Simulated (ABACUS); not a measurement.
Set-up for a self-consistent single point of TiSi₂ (Cmcm, 6 atoms in the cell; from Materials Project mp-1077503, changed as shown).

```
TiSi2
1.0
    1.76510    -6.75928     0.00000
    1.76510     6.75928     0.00000
    0.00000     0.00000     3.52952
Ti Si
2 4
Direct
  0.89688   0.10312   0.75000
  0.10312   0.89688   0.25000
  0.55825   0.44175   0.75000
  0.44175   0.55825   0.25000
  0.24969   0.75031   0.75000
  0.75031   0.24969   0.25000
```

Level of theory: ABACUS with PBEsol, numerical atomic orbitals DZP (confined pseudo-atomic orbitals with Gaussian additions; energy shift 0.01 Ry), PseudoDojo 0.4 standard norm-conserving PBEsol (tails mended) pseudopotentials.

ABACUS settings:

| key | value |
|---|---|
| basis | DZP numerical atomic orbitals, energy shift 0.01 Ry |
| KPT | Gamma 8 8 8 0 0 0 |
| basis_type | lcao |
| dft_functional | PBESOL |
| ecutwfc | 100 Ry |
| smearing_method | gaussian |
| smearing_sigma | 0.00999582 Ry |
| potentials | PseudoDojo 0.4 standard norm-conserving PBEsol (tails mended) |
| symmetry | 1 |
| symmetry_prec | 1e-05 |
| ks_solver | scalapack_gvx |
| scf_nmax | 100 |
| scf_thr | 1.0e-07 |
| mixing_type | broyden |
| mixing_beta | 0.4 |

Results:

- Number of valence electrons = 40
- Number of bands = 30
- Number of k-points after the program's reduction = 105
- Size of the basis = 104
- Number of SCF iterations = 11
- Free energy E − TS = -3691.2365 eV
- Fermi level (on the code's own zero) = 13.10 eV
- Pressure = 0.69 GPa
- Largest force (vector length) = 0.297 eV/Å

Forces (eV/Å):
| atom | Fx | Fy | Fz |
|---|---|---|---|
| Ti1 | 0.000 | -0.036 | 0.000 |
| Ti2 | 0.000 | 0.036 | 0.000 |
| Si3 | 0.000 | -0.297 | 0.000 |
| Si4 | 0.000 | 0.297 | 0.000 |
| Si5 | 0.000 | -0.022 | 0.000 |
| Si6 | 0.000 | 0.022 | 0.000 |

Stress (GPa, positive for compression):
```
-0.06   0.00   0.00
 0.00  -0.77   0.00
 0.00   0.00   2.89
```

For comparison: a first run was changed to give this one (lattice vector c scaled by 0.99), and from it to this one the free energy rises by 1.0 meV/atom, the pressure goes from -1.00 to 0.69 GPa and the largest force goes from 0.242 to 0.297 eV/Å.

The atom-centred basis is finite, which shifts total energies, pressures and forces against plane waves. The structure comes from a collection of computed structures, made at another level of theory; the collection holds predicted forms beside known ones.

Cost on one core: about 120 core-seconds (a rough figure).

The atomic orbitals were generated for these runs; they are not ABACUS's published sets and were checked against plane waves on a few crystals only.

“Tails mended”: in these copies of the files the far tail of each local potential was reset to the Coulomb form.
